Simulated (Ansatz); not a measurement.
## FeAs₂: relaxation (Ansatz)

Run with:

```bash
ansatz run input.yaml --threads 1 --pin off --max-ram 2560MiB --backend cpu --events-out ev --progress --plain --runs-dir out
```

input.yaml:

```yaml
crystal:
  lattice:
    - [2.935333, 0.0, 0.0]
    - [0.0, 2.935333, 0.0]
    - [0.0, 0.0, 5.608192]
  atoms:
    - { symbol: Fe, position: [0.0, 0.0, 0.0] }
    - { symbol: As, position: [0.5, 0.5, 0.27] }
    - { symbol: As, position: [0.5, 0.5, 0.73] }
  symmetry: { tolerance: 0.0003 }
kpoints:
  mp_grid: { grid: [6, 6, 3], shift: [0, 0, 0] }
magnetization:
  spin_polarized: false
scf:
  occupations: { method: fermi_dirac }
hamiltonian:
  pseudopotentials: { kind: paw }
  xc: r2scan
  hubbard: { sites: [{ species: Fe, l: d, u_eff: 1.0 }], double_counting: fll }
basis:
  ecutwfc: 500
  ecutrho_ratio: 9
output:
  forces: true
  stress: true
  eigenvalues: true
relax:
  max_steps: 40
  cell: {}
accuracy: high
```

Origin of the cell: a known structure type with other elements, at an estimated volume, so it need not be a known compound.

The smearing width isn't typed, so it takes its default of 0.1 eV.

Output (shortened):

```
SCF iter   1: F=—  HF=-14219.865568 eV  Δρ=3.30e-1  dr2=7.48e1  dr2_τ=7.28e-1
SCF iter   2: F=—  HF=-14223.391328 eV  Δρ=5.04e-1  dr2=1.08e2  dr2_τ=1.77e0  defer=3
SCF iter   3: F=—  HF=-14214.360427 eV  Δρ=2.01e-1  dr2=1.31e1  dr2_τ=9.39e-1
SCF iter   4: F=—  HF=-14212.921366 eV  Δρ=5.40e-2  dr2=4.13e0  dr2_τ=3.55e-2
SCF iter   5: F=—  HF=-14212.905529 eV  Δρ=5.56e-2  dr2=1.85e0  dr2_τ=1.85e-1
SCF iter   6: F=—  HF=-14212.775377 eV  Δρ=3.97e-2  dr2=9.71e-1  dr2_τ=6.83e-3
SCF iter   7: F=—  HF=-14212.748131 eV  Δρ=3.85e-2  dr2=7.72e-1  dr2_τ=1.14e-2
SCF iter   8: F=—  HF=-14212.775224 eV  Δρ=4.11e-2  dr2=9.17e-1  dr2_τ=1.05e-2
SCF iter   9: F=—  HF=-14212.732282 eV  Δρ=1.49e-2  dr2=1.45e-1  dr2_τ=2.24e-3
SCF iter  10: F=—  HF=-14212.724401 eV  Δρ=1.32e-3  dr2=1.05e-3  dr2_τ=1.05e-5
SCF iter  11: F=—  HF=-14212.724462 eV  Δρ=2.35e-4  dr2=7.63e-6  dr2_τ=3.71e-7
SCF iter  12: F=—  HF=-14212.724481 eV  Δρ=1.36e-4  dr2=8.45e-6  dr2_τ=6.38e-8
SCF iter  13: F=—  HF=-14212.724481 eV  Δρ=4.84e-5  dr2=1.07e-6  dr2_τ=1.59e-8
SCF iter  14: F=—  HF=-14212.724481 eV  Δρ=3.04e-5  dr2=4.10e-7  dr2_τ=4.46e-9
SCF iter  15: F=-14212.724481 eV  HF=-14212.724481 eV  Δρ=1.02e-5  dr2=6.05e-8  dr2_τ=6.98e-10
relax step   1: F+E_penalty+E_count = -14212.724481 eV  Δ(F+E_penalty+E_count) = +0.000e0 eV  max|allowed force component| = 1.995e0 eV/Å  Δτ_max = 0.0000 Å  P = -4.139 GPa  Ω = 48.321 Å³  (1 […]
relax step   2: F+E_penalty+E_count = -14213.010313 eV  Δ(F+E_penalty+E_count) = -2.858e-1 eV  max|allowed force component| = 2.473e-1 eV/Å  Δτ_max = 0.1349 Å  P = +0.012 GPa  Ω = 48.733 Å³ […]
relax step   3: F+E_penalty+E_count = -14213.057386 eV  Δ(F+E_penalty+E_count) = -4.707e-2 eV  max|allowed force component| = 8.226e-2 eV/Å  Δτ_max = 0.0215 Å  P = +0.132 GPa  Ω = 49.228 Å³ […]
relax step   4: F+E_penalty+E_count = -14213.132935 eV  Δ(F+E_penalty+E_count) = -7.555e-2 eV  max|allowed force component| = 4.675e-3 eV/Å  Δτ_max = 0.0189 Å  P = +0.578 GPa  Ω = 49.717 Å³ […]
relax step   5: F+E_penalty+E_count = -14213.204624 eV  Δ(F+E_penalty+E_count) = -7.169e-2 eV  max|allowed force component| = 2.430e-2 eV/Å  Δτ_max = 0.0113 Å  P = +0.866 GPa  Ω = 50.136 Å³ […]
[… 7 lines left out …]
relax step  13: F+E_penalty+E_count = -14213.302847 eV  Δ(F+E_penalty+E_count) = -2.702e-3 eV  max|allowed force component| = 8.106e-4 eV/Å  Δτ_max = 0.0141 Å  P = +0.176 GPa  Ω = 54.179 Å³ […]
relax step  14: F+E_penalty+E_count = -14213.304001 eV  Δ(F+E_penalty+E_count) = -1.154e-3 eV  max|allowed force component| = 5.498e-3 eV/Å  Δτ_max = 0.0164 Å  P = +0.089 GPa  Ω = 54.925 Å³ […]
relax step  15: F+E_penalty+E_count = -14213.304037 eV  Δ(F+E_penalty+E_count) = -3.631e-5 eV  max|allowed force component| = 5.629e-3 eV/Å  Δτ_max = 0.0041 Å  P = -0.015 GPa  Ω = 55.161 Å³ […]
relax step  16: F+E_penalty+E_count = -14213.304018 eV  Δ(F+E_penalty+E_count) = +1.947e-5 eV  max|allowed force component| = 3.962e-4 eV/Å  Δτ_max = 0.0027 Å  P = +0.003 GPa  Ω = 55.272 Å³ […]
relax step  17: F+E_penalty+E_count = -14213.304707 eV  Δ(F+E_penalty+E_count) = -6.888e-4 eV  max|allowed force component| = 3.275e-4 eV/Å  Δτ_max = 0.0000 Å  P = +0.010 GPa  Ω = 55.272 Å³  stress off target by 1.78e-2 GPa […]
SCF 17 converged in 9 iterations: F = -14213.304707 eV  dr2 = 2.91e-12
basis re-selected at this cell: Δ(F+E_penalty+E_count) = -6.888e-4 eV, ΔP = +0.007 GPa vs the last step (what re-selecting the basis moved, of the pressure what is left beyond the Pulay corre […]
SCF converged after 9 iterations
Free energy (F): -14213.304707 eV
Harris-Foulkes:  -14213.304707 eV  (|F-HF|=3.64e-12)
Internal energy: -14213.251220 eV  (E = F + TS)
E sigma→0 (E₀):  -14213.277963 eV
Entropy (-TS):   -0.053487 eV (-17.829 meV/atom)
Fermi energy:    11.660179 eV
--- Per-component energies (eV) ---
  E_band       = -799.752593
  E_kinetic    = 563.004549
  E_local      = -8621.098064  (includes V_loc(G=0)·N_el)
  E_nonlocal   = -1119.953978
  E_hartree    = 4288.725090
  E_xc         = -263.550516
  E_vxc        = -340.595810  (∫ρ·V_xc dr)
  E_hubbard    = 0.992951  (on-site DFT+U / exact-exchange correction)
  E_vhub       = -1.551141  (the Hubbard potential's part of the band-sum identity)
  E_paw        = -5072.299566  (= ΣΔE_a)
  E_vpaw       = 121.377710  (= ΣTr[D̂ρ^β])
  E_aug_tail   = -0.000038  (compensation charges beyond the density's cutoff)
  E_vtau       = 21.613876  (kinetic-family band-sum trace: ∫τ·v_τ [+ j·A + Jᵃ·Aᵃ] dr)
  E_ewald      = -3985.867356
  E_core_change = -3.204290  (= ΣΔE_core)
  E_smearing   = -0.053487  (= −TS)
  Σ components = -14213.304707   (vs F -14213.304707, Δ=0.00e0)
--- Forces (eV/Å), atoms counted from 1 ---
  atom   1  Fe     0.000000     0.000000     0.000000
  atom   2  As    -0.000000     0.000000     0.000327
  atom   3  As    -0.000000     0.000000    -0.000327
  max |Σ_I F_I| component: 1.08e-19 eV/Å
--- Stress (GPa, compression-positive) ---
        0.006075       0.000000       0.000000
        0.000000       0.006075       0.000000
        0.000000       0.000000       0.017782
  P = ⅓ Tr σ = 0.0100 GPa (0.100 kbar)
Occupation matrices written to <dir>
--- Relaxed structure (15 steps of the walk, 14 accepted, 2 SCFs on fresh bases) ---
  F+E_penalty+E_count = -14213.304707 eV   max|allowed force component| = 3.275e-4 eV/Å   (the final SCF, on the basis selected at the relaxed cell)
  cell:  # Å, volume = 55.2723 Å³
    - [2.769061, 0.0, 0.0]
    - [0.0, 2.769061, 0.0]
    - [0.0, 0.0, 7.208454]
  atoms:
    - { symbol: Fe, position: [0.0, 0.0, 0.0] }
    - { symbol: As, position: [0.5, 0.5, 0.215059] }
    - { symbol: As, position: [0.5, 0.5, 0.784941] }
```

Caveats: no dispersion correction, so spacings can come out too large where layers or molecules are weakly bound; no spin polarisation, so a magnetic state may lie lower; the k mesh is coarse if the cell is a metal; the relaxation held the start's symmetry, so the end may be a saddle point.

Time: 2 min on 1 thread of Intel(R) Xeon(R) 6975P-C (Granite Rapids), with other jobs on the host, peak memory 1.3 GiB, from the program's own first density.
